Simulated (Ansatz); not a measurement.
Ansatz input file:

```yaml
crystal:
  lattice:
    - [3.628, 0.0, 0.0]
    - [0.0, 3.628, 0.0]
    - [0.0, 0.0, 3.628]
  atoms:
    - { symbol: Mg, position: [0.0, 0.0, 0.0] }
    - { symbol: Tl, position: [0.5, 0.5, 0.5] }
basis:
  ecutwfc: 420
kpoints:
  mp_grid: { grid: [6, 6, 6] }
hamiltonian:
  xc: pbesol
scf:
  occupations: { method: gaussian, width: 0.1 }
output:
  forces: true
  stress: true
  eigenvalues: true
```

Command:
```bash
ansatz run input.yaml --threads 1 --pin off --max-ram 2560MiB --backend cpu --events-out ev --progress --plain --runs-dir out
```

Level of theory: Ansatz 0.2.0, DFT PBEsol, scalar-relativistic, plane waves, PAW.

From the run's log, abridged:

```
Pseudopotentials: kind: paw
Pseudopotential: Mg, paw, valence charge 10, recommended cutoff 420 eV (normal)
Pseudopotential: Tl, paw, valence charge 13, recommended cutoff 420 eV (normal)
Functional definition: PBEsol
Crystal: 2 atoms, lattice volume = 47.753 Å³
Basis set: ecut = 420 eV, 925 PW (Γ), exchange–correlation on 50×50×50 points (8 copies of the dense FFT grid, shifted against one another)
Bands: 16, of which v1, the nominal top of the filled ones, is band 12 counted from 1 (11 counted from 0)
Symmetry: 48 space group operations
Space group: Pm-3m (ITA 221), of the structure as read, at distance tolerance 3.6e-5 Å
k-points: 20 of 216
Initial density: superposition of atomic densities (neutral atoms: chi_scale 0, normalization atom), corrected by the library's trained network
Initial wavefunctions: pseudopotential atomic-orbital guess
Functional: x = pbesol(κ = 0.804, μ = 0.12345679), c = pbesol(β = 0.046)
SCF iter   1: F=—  HF=-13207.912857 eV  |F-HF|=—  |Δ(HF+E_count)|=         —  Δρ=3.28e-3  dr2=6.27e-3  ethr=1.77e-3  ⟨swp⟩=5.7  Hψ=1614  notcnv=0
SCF iter   2: F=—  HF=-13207.909253 eV  |F-HF|=—  |Δ(HF+E_count)|=   3.60e-3  Δρ=9.10e-4  dr2=3.64e-4  ethr=2.73e-5  ⟨swp⟩=2.3  Hψ=698  notcnv=0  defer=3
SCF iter   3: F=—  HF=-13207.909135 eV  |F-HF|=—  |Δ(HF+E_count)|=   1.17e-4  Δρ=1.71e-4  dr2=2.42e-5  ethr=1.58e-6  ⟨swp⟩=2.2  Hψ=489  notcnv=0  defer=3
SCF iter   4: F=—  HF=-13207.909139 eV  |F-HF|=—  |Δ(HF+E_count)|=   3.58e-6  Δρ=6.52e-5  dr2=1.29e-6  ethr=1.05e-7  ⟨swp⟩=2.0  Hψ=457  notcnv=0  defer=3
SCF iter   5: F=—  HF=-13207.909139 eV  |F-HF|=—  |Δ(HF+E_count)|=   7.34e-7  Δρ=1.25e-5  dr2=1.18e-7  ethr=5.62e-9  ⟨swp⟩=2.0  Hψ=542  notcnv=0  defer=3
SCF iter   6: F=-13207.909139 eV  HF=-13207.909139 eV  |F-HF|=5.05e-9  |Δ(HF+E_count)|=   5.14e-8  Δρ=3.67e-6  dr2=8.56e-9  ethr=4.35e-10  ⟨swp⟩=5.8  Hψ=1204  notcnv=0
SCF 1 converged in 6 iterations: F = -13207.909139 eV  dr2 = 8.56e-9
SCF converged after 6 iterations
Free energy (F): -13207.909139 eV
Harris-Foulkes:  -13207.909139 eV  (|F-HF|=5.05e-9)
Internal energy: -13207.907165 eV  (E = F + TS)
E sigma→0 (E₀):  -13207.908152 eV
Entropy (-TS):   -0.001975 eV (-0.987 meV/atom)
Fermi energy:    9.233594 eV
--- Per-component energies (eV) ---
  E_band       = -333.994950
  E_kinetic    = 409.717383
  E_local      = -2417.449054  (includes V_loc(G=0)·N_el)
  E_nonlocal   = 415.002696
  E_hartree    = 870.184710
  E_xc         = -257.684805
  E_vxc        = -179.828782  (∫ρ·V_xc dr)
  E_paw        = -10299.349223  (= ΣΔE_a)
  E_vpaw       = -301.807669  (= ΣTr[D̂ρ^β])
  E_aug_tail   = 0.000033  (compensation charges beyond the density's cutoff)
  E_ewald      = -1928.426032
  E_core_change = 0.097127  (= ΣΔE_core)
  E_smearing   = -0.001975  (= −TS)
--- Forces (eV/Å), atoms counted from 1 ---
  atom   1  Mg     0.00000000     0.00000000     0.00000000
  atom   2  Tl     0.00000000     0.00000000     0.00000000
--- Stress (GPa, compression-positive) ---
        0.134410       0.000000       0.000000
        0.000000       0.134410       0.000000
        0.000000       0.000000       0.134410
  P = ⅓ Tr σ = 0.1344 GPa (1.344 kbar)
--- Band table (eV; the first three rows and the last of 20) ---
  k-point 0: bands = ["-66.9712", "-33.9120", "-33.9120", "-33.9120", "-2.5170", "-2.5170", "-2.1562", "-2.1562", "-2.1562", "-0.3773", "11.6877", "11.6877", "11.6877", "12.7430", "14.5338", "14.5338"]
  k-point 1: bands = ["-66.9712", "-33.9129", "-33.9119", "-33.9119", "-2.5082", "-2.4439", "-2.1898", "-2.1898", "-2.1526", "-0.0497", "8.9096", "12.0538", "12.0538", "13.6045", "14.6762", "17.1907"]
  k-point 2: bands = ["-66.9711", "-33.9147", "-33.9118", "-33.9118", "-2.4906", "-2.3118", "-2.2556", "-2.2556", "-2.1455", "0.9151", "5.9740", "13.0450", "13.0450", "14.4140", "15.0440", "17.7863"]
  k-point 19: bands = ["-66.9709", "-33.9150", "-33.9150", "-33.9150", "-2.4672", "-2.4672", "-2.4672", "-1.9523", "-1.9523", "5.6098", "8.9585", "8.9585", "8.9585", "11.3416", "11.3416", "11.3416"]
```

The run converged.

The run took 1.3 s on 1 thread of Arm Neoverse V1, with other jobs on the host, peak memory 0.27 GiB.

The k mesh is coarse. Spin–orbit coupling is left out, which can shift energies with elements as heavy as these.